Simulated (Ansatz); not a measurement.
Values for one crystal, relaxed and computed with the program Ansatz at the PBEsol level (PAW); other levels are named.

| Item | Value |
|---|---|
| Volume per atom | 10.02 Å³ |
| Band gap | 7.67 eV (direct) |
| Largest static χ(2) component | 0.75 pm/V |
| Debye temperature from the elastic constants | 472 K |
| HSE06 gap on the PBEsol cell | 10.02 eV |
| Young's modulus | 53.3 GPa |
| Electronic dielectric constant ε∞ (DFPT) | 1.90 |

Problem. Which compound is it?
(A) LiF, zinc blende
(B) GaN, zinc blende
(C) CuCl, zinc blende
(D) AlP, zinc blende

Solution. A, LiF, zinc blende

Space group F-43m (zinc blende). The start of the workflow was typed in or built on a structure type; neither database checked (COD, Materials Project) lists it. It is not the phase usual at ambient conditions (space group No. 225). The PBEsol relaxation kept the symmetry of its start; phonons on a q-mesh show no instability.

Potentials: the later of the program's two PAW sets.
